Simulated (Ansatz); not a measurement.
**C: clamped-ion strain scan**

These are results of DFT r2SCAN, scalar-relativistic, plane waves, PAW (Ansatz 0.2.0), not measurements. Settings: plane waves to 500 eV, k-mesh 12×12×12 (Γ-centred), Gaussian smearing 0.05 eV. No spin polarisation. Energies are free energies at this smearing, counted from the undisturbed cell; pressure is positive in compression.

Reference structure (as given, not relaxed at this level; it stands at -2.4 GPa):

```
CELL_PARAMETERS angstrom
0.00000 1.78340 1.78340
1.78340 0.00000 1.78340
1.78340 1.78340 0.00000
ATOMIC_POSITIONS crystal
C 0.50000 0.50000 0.50000
C 0.75000 0.75000 0.75000
```

The cell is strained by ε times the Voigt pattern (1, -1, 0, 0, 0, 0) (xx, yy, zz, yz, xz, xy; engineering shear) with fractional coordinates fixed.

```
      ε  ΔE (meV/atom) stress summed along the pattern (GPa, tension positive) pressure (GPa) gap on the mesh (eV)
-0.1500          774.5                                                  -286.74            10.7                  0.00
-0.0750          195.4                                                  -147.47             0.7                  1.48
 0.0000            0.0                                                     0.00            -2.4                  4.37
 0.0187           12.2                                                    36.86            -2.2                  3.63
 0.0375           48.9                                                    73.88            -1.7                  2.90
 0.0562              ?                                                   110.62            -0.7                     ?
 0.0937          304.6                                                   184.02             2.6                  0.78
 0.1125          438.5                                                   220.53             4.8                  0.07
 0.1312          595.2                                                        ?             7.6                  0.00
```

By symmetry 0.1500 repeats -0.1500, -0.1125 repeats 0.1125, 0.0750 repeats -0.0750, -0.0375 repeats 0.0375 in energy; the slope of the energy along the path changes sign there. Where the gap reads zero the k-mesh, chosen for the insulator, is on the coarse side.

Q: Give the withheld values.

A: ΔE (meV/atom) at ε = 0.0562: 109.8; gap on the mesh (eV) at ε = 0.0562: 2.19; stress summed along the pattern (GPa, tension positive) at ε = 0.1312: 255.72.